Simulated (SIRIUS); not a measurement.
Set-up for a self-consistent single point of ZnS (F-43m, 8 atoms in the cell; from Materials Project mp-10695, changed as shown).

```
CELL_PARAMETERS angstrom
      5.27962     0.00000     0.00000
      0.00000     5.27962     0.00000
      0.00000     0.00000     5.27962
ATOMIC_POSITIONS crystal
  Zn 0.00000 0.00000 0.00000
  Zn 0.00000 0.50000 0.50000
  Zn 0.50000 0.00000 0.50000
  Zn 0.50000 0.50000 0.00000
  S  0.25000 0.25000 0.75000
  S  0.25000 0.75000 0.25000
  S  0.75000 0.25000 0.25000
  S  0.75000 0.75000 0.75000
```

Level of theory: PBE, GBRV PBE ultrasoft pseudopotentials (plane waves; SIRIUS).

SIRIUS settings:

- parameters.ngridk: 6 6 6
- parameters.xc_functionals: [XC_GGA_X_PBE, XC_GGA_C_PBE]
- parameters.gk_cutoff: 6.325 1/bohr
- parameters.pw_cutoff: 14.143 1/bohr
- parameters.smearing: gaussian
- parameters.smearing_width: 0.0001 Ha
- potentials: GBRV PBE ultrasoft pseudopotentials
- parameters.electronic_structure_method: pseudopotential
- parameters.num_bands: 62
- parameters.num_mag_dims: 0
- parameters.num_dft_iter: 100
- parameters.energy_tol: 1e-07 Ha
- parameters.density_tol: 1e-06
- mixer.type: anderson
- mixer.beta: 0.5
- mixer.use_hartree: false

Results:

- Number of valence electrons: 104
- Number of bands: 62
- Number of k-points after the program's reduction: 20
- Number of plane waves (most at a k-point): 4272
- Number of SCF iterations: 24
- FFT grid: 48 × 48 × 48
- Free energy E − TS: -26436.5614 eV
- Gap on the k-point mesh: 2.41 eV
- Pressure: 7.94 GPa

Stress (GPa, positive for compression):
```
7.94  0.00  0.00
0.00  7.94  0.00
0.00  0.00  7.94
```

Gaps are taken between levels on the mesh.

For comparison: a first run was changed to give this one (lattice scaled by 0.98), and from it to this one the free energy rises by 36.3 meV/atom, the pressure goes from 2.43 to 7.94 GPa and the gap on the mesh goes from 2.144 to 2.411 eV.

The structure comes from a collection of computed structures, made at another level of theory; the collection holds predicted forms beside known ones.

Cost on one core: about 2.5 core-minutes (a rough figure).
